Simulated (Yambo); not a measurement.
G0W0@PBEsol for AlBO3 (space group R-3c, No. 167) in Yambo. Reference settings: 4×4×4 Γ-centred k mesh, 125 bands and a 7 Ry block in the screening, 125 bands in G with the Bruneval-Gonze terminator, plasmon pole fitted at 27.2 eV. The PBEsol gap Γ → (0.25, 0.25, 0.25) on this mesh is 5.75 eV; G0W0 gaps are taken between the same points.

The settings were changed. The gap went from 8.35 eV to 9.36 eV, and the shift of the valence edge from -1.28 eV to -1.28 eV.

Q: What was changed between the two runs?
A) 39 bands in W, 39 bands in G
B) 39 bands in W, 39 bands in G, 4 Ry block
C) 39 bands in W, 39 bands in G, 3 Ry block
D) 39 bands in W, 39 bands in G, 2 Ry block

A: A, 39 bands in W, 39 bands in G. The others gave (gap, valence shift): 39 bands in W, 39 bands in G, 2 Ry block: 10.16, -2.00 eV; 39 bands in W, 39 bands in G, 3 Ry block: 9.58, -1.49 eV; 39 bands in W, 39 bands in G, 4 Ry block: 9.45, -1.37 eV.

Geometry of the Materials Project entry, not relaxed at this level; primitive cell a = b = c = 5.3144 Å, α = β = γ = 50.16°.

A shift is the quasiparticle energy of the state minus its PBEsol energy.
